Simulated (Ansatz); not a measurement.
This run works on a generated trial structure, not on a known crystal.

Input and command of a plane-wave DFT calculation in Ansatz:

```yaml
crystal:
  lattice:
    - [-2.6004788, 2.6004788, 4.55271503]
    - [2.6004788, -2.6004788, 4.55271503]
    - [2.6004788, 2.6004788, -4.55271503]
  atoms:
    - { symbol: Ga, position: [0.5, 0.5, 0.0] }
    - { symbol: Sb, position: [0.5, 0.0, 0.5] }
    - { symbol: Sb, position: [0.0, 0.5, 0.5] }
    - { symbol: Sb, position: [0.0, 0.0, 0.0] }
basis:
  ecutwfc: 420
kpoints:
  mp_grid: { grid: [5, 5, 5] }
hamiltonian:
  xc: pbe
scf:
  occupations: { method: gaussian, width: 0.2 }
  lower_state_search: "off"
output:
  forces: true
  stress: true
  eigenvalues: true
relax:
  adjacent_minimum: "off"
  f_tol: 0.08
  max_steps: 16
  cell: { stress_tol: 0.8 }
```

```bash
ansatz run input.yaml --threads 1 --pin off --max-ram 2560MiB --backend cpu --events-out ev --progress --plain --runs-dir out
```

Processor: Arm Neoverse V2, 1 thread, on a host shared with other jobs.

**Question.** How long does it run, and how much memory does it take?

**Answer.** About 74 s, peak memory 0.41 GiB. It solves 35 bands at 18 k points (after reduction by symmetry) with about 2147 plane waves (on the last cell), in 80 SCF iterations over 13 ionic steps.
